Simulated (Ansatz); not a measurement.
# Magnetic states of iron, omega (AlB2-type)

Theory: Ansatz 0.2.0, DFT, r2SCAN, plane waves (500 eV) with PAW, scalar-relativistic. The PAW files were generated under PBE, with cores re-solved for the functional.

Each start was relaxed and then solved on a dense mesh, with Fermi-Dirac smearing of 0.05 eV (0.1 eV in a metal without spin) extrapolated to zero. Rows within 2 meV/atom of each other tie.

(1) Where does each start end, and how do the energies compare? Starts: ferromagnetic; non-magnetic.

Results:

(1) 
```json
{"start": "ferromagnetic", "ends": "ferromagnetic, net 2.81 μB per atom", "ΔE (meV/atom)": "0.0", "V (Å³/atom)": "12.27"}
{"start": "non-magnetic", "ends": "spin not included", "ΔE (meV/atom)": "690.9", "V (Å³/atom)": "10.07"}
```
